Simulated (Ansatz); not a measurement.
**Ni (dhcp): energy against volume**

Theory: DFT, BLYP, plane waves (420 eV) with PAW, scalar-relativistic in Ansatz 0.2.0. The PAW files were generated under PBE, with cores re-solved for the functional.

The cell is scaled uniformly from the relaxed one, with fractional coordinates and shape fixed. Energies are extrapolated to zero smearing, pressures are those at the given smearing. Magnetic state: ferromagnetic.

A Birch-Murnaghan fit gives V₀ = 11.44 Å³/atom, B₀ = 168 GPa, B₀′ = 5.1.

(1) What are the energy above the minimum and the pressure at 10.087 Å³/atom?

(2) What are the energy above the minimum and the pressure at 10.546 Å³/atom?

(3) What are the energy above the minimum and the pressure at 11.004 Å³/atom?

## Answers

(1) 109.3 meV/atom and 29.39 GPa as computed.

(2) 43.8 meV/atom and 17.12 GPa as computed.

(3) 9.6 meV/atom and 7.47 GPa as computed.
